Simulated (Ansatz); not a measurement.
AlSi$_{3}$C$_{3}$N:
```yaml
crystal:
  lattice:
    - [3.10676, 0.00000, 0.00000]
    - [-1.55338, 2.69053, 0.00000]
    - [0.00000, 0.00000, 10.06872]
  atoms:
    - { symbol: Al, position: [0.33333, 0.66667, 0.98759] }
    - { symbol: N, position: [0.33333, 0.66667, 0.19729] }
    - { symbol: Si, position: [0.66667, 0.33333, 0.25287] }
    - { symbol: C, position: [0.66667, 0.33333, 0.43544] }
    - { symbol: Si, position: [0.33333, 0.66667, 0.50334] }
    - { symbol: C, position: [0.33333, 0.66667, 0.68688] }
    - { symbol: Si, position: [0.66667, 0.33333, 0.75521] }
    - { symbol: C, position: [0.66667, 0.33333, 0.93586] }
```

This is the PBEsol-relaxed structure.

Task: All from the program Ansatz at the PBEsol level (PAW), unless another level is named. Predict the bulk modulus (Birch–Murnaghan fit).

Result: 187 GPa.

Task: Next, the highest zone-centre frequency?

Result: 926 cm⁻¹.

Space group P3m1. The start of the workflow was typed in or built on a structure type; neither database checked (COD, Materials Project) lists it. Whether it is the stable phase at ambient conditions was not checked. The PBEsol relaxation kept the symmetry of its start; whether a distortion lowers the energy is not shown. As this level gives no gap, phonon frequencies hold no LO–TO term and depend on the k-mesh and smearing (Fermi–Dirac, 0.1 eV here).

Potentials: the earlier of the program's two PAW sets. The files were generated under PBE; for other functionals the program regenerates the frozen cores, and for LDA and PBEsol the local potential too.
